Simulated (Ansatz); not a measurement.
BN:
Space group P4₂/mnm (No. 136); a = b = 4.4027 Å, c = 2.5389 Å, α = β = γ = 90.00°

```json
[
 {"atom": "B", "site": "4f", "symmetry": "m.2m", "x": "0.1742", "y": "0.1742", "z": "0.0000"},
 {"atom": "N", "site": "4g", "symmetry": "m.2m", "x": "0.3123", "y": "0.3123", "z": "0.5000"}
]
```

Relaxed with r²SCAN. r²SCAN (plane waves, PAW; program Ansatz) gives a gap of 5.31 eV.

Q: What gap does HSE06 give on the same cell (Ansatz, PAW)?

A: 6.11 eV, 0.80 eV more. The hybrid was solved on a coarser mesh and at special points; its gap is the smallest among all of these.

```csv
k,v1 r²SCAN,c1 r²SCAN,v1 HSE06,c1 HSE06
Γ,-0.04,7.69,(withheld),(withheld)
Z,-3.59,7.11,(withheld),(withheld)
M,-2.63,8.20,(withheld),(withheld)
A,-2.64,6.85,(withheld),(withheld)
R,-2.35,7.46,-2.46,8.34
X,-1.35,8.66,-1.39,9.55
```

Q: Top valence (v1) and lowest conduction level (c1) in eV from each method's valence maximum (which need not be a listed point): supply the withheld HSE06 values.

A: 
- M, v1 HSE06: -2.76
- M, c1 HSE06: 9.07
- A, v1 HSE06: -2.78
- A, c1 HSE06: 7.72
- Z, v1 HSE06: -3.75
- Z, c1 HSE06: 7.95
- Γ, v1 HSE06: -0.04
- Γ, c1 HSE06: 8.59

Cost on shared cores: the r²SCAN run (SCF on a 6×6×11 mesh, then bands and DOS) about 50 core-seconds (a rough figure), the HSE06 run (SCF on 4×4×6, then a few points) very roughly 80 core-seconds; the tasks are unlike.

Space group P4_2/mnm. The start of the workflow was typed in or built on a structure type; the Crystallography Open Database copy checked does not list it. It is not the phase usual at ambient conditions (space group No. 186, 194, 216). The r²SCAN relaxation kept the symmetry of its start; its stability against distortions is not shown here.

Potentials: the later of the program's two PAW sets.
